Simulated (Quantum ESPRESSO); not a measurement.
# Band energies of MgCdC2O6

```
CELL_PARAMETERS angstrom
      2.42896     1.40236     5.25519
     -2.42896     1.40236     5.25519
      0.00000    -2.80472     5.25519
ATOMIC_POSITIONS crystal
  C  0.24478 0.24478 0.24478
  C  0.75522 0.75522 0.75522
  O  0.49523 0.96402 0.27654
  O  0.50477 0.03598 0.72346
  O  0.96402 0.27654 0.49523
  O  0.03598 0.72346 0.50477
  O  0.27654 0.49523 0.96402
  O  0.72346 0.50477 0.03598
  Mg 0.50000 0.50000 0.50000
  Cd 0.00000 0.00000 0.00000
```

norm-conserving LDA (Quantum ESPRESSO, 102 Ry, scalar-relativistic); path ΓLB1,BZΓX,QFP1Z,LP; energies in eV from the valence-band maximum.

```
k (1/Å)  point  band 33  band 34  band 35  band 36  band 37  band 38  band 39  band 40
-------  -----  -------  -------  -------  -------  -------  -------  -------  -------
0.00         Γ    -1.07    -1.07    -0.89    -0.84    -0.84     3.33     5.16     5.41
0.19              -1.28    -1.12    -0.93    -0.86    -0.68     3.53     5.20     5.49
0.39              -1.30    -1.11    -1.00    -0.81    -0.37     3.97     5.30     5.66
0.58              -1.37    -1.21    -0.98    -0.52    -0.11     4.43     5.39     5.78
0.77         L    -1.35    -1.29    -0.97    -0.38     0.00     4.68     5.37     5.80
1.33        B1    -1.82    -1.21    -1.15    -0.20    -0.06     5.08     5.57     5.65
1.33         B    -1.82    -1.21    -1.15    -0.20    -0.06     5.08     5.57     5.65
1.51              -1.61    -1.18    -1.12    -0.46    -0.17     4.71     5.39     5.87
1.70              -1.40    -1.21    -1.12    -0.79    -0.47     4.15     5.09     6.13
1.88              -1.26    -1.20    -1.19    -1.11    -0.84     3.67     4.81     6.26
2.07         Z    -1.27    -1.27    -1.21    -1.07    -1.07     3.47     4.69     6.29
2.27              -1.27    -1.27    -1.06    -0.96    -0.96     3.43     4.79     6.01
2.46              -1.15    -1.15    -0.94    -0.85    -0.85     3.36     5.00     5.63
2.66         Γ    -1.07    -1.07    -0.89    -0.84    -0.84     3.33     5.16     5.41
2.85              -1.28    -1.11    -0.93    -0.87    -0.68     3.52     5.21     5.47
3.03              -1.33    -1.14    -1.01    -0.83    -0.38     3.95     5.34     5.64
3.40              -1.61    -1.25    -1.20    -0.19    -0.06     4.84     5.55     5.79
3.59         X    -1.79    -1.30    -1.11    -0.15    -0.06     5.08     5.59     5.66
3.59         Q    -1.79    -1.30    -1.11    -0.15    -0.06     5.08     5.59     5.66
3.96         F    -1.48    -1.47    -0.91    -0.41    -0.03     4.96     5.57     5.74
3.96        P1    -1.44    -1.37    -0.95    -0.43    -0.07     4.85     5.50     5.75
4.28              -1.32    -1.26    -1.09    -0.88    -0.57     4.01     5.00     6.17
4.44              -1.25    -1.20    -1.18    -1.13    -0.88     3.62     4.78     6.27
4.60         Z    -1.27    -1.27    -1.21    -1.07    -1.07     3.47     4.69     6.29
4.60         L    -1.35    -1.29    -0.97    -0.38     0.00     4.68     5.37     5.80
4.74              -1.38    -1.29    -0.97    -0.39    -0.01     4.71     5.40     5.78
5.01         P    -1.44    -1.37    -0.95    -0.43    -0.07     4.85     5.50     5.75
```

The LDA gap is indirect, 3.33 eV, from L to Γ; the smallest direct gap is 4.17 eV.

Spin-orbit splittings are left out.

Geometry of the Materials Project entry, not relaxed at this level.

The structure is a Materials Project entry; no match was found in the copy of COD used, and its stability was not checked.
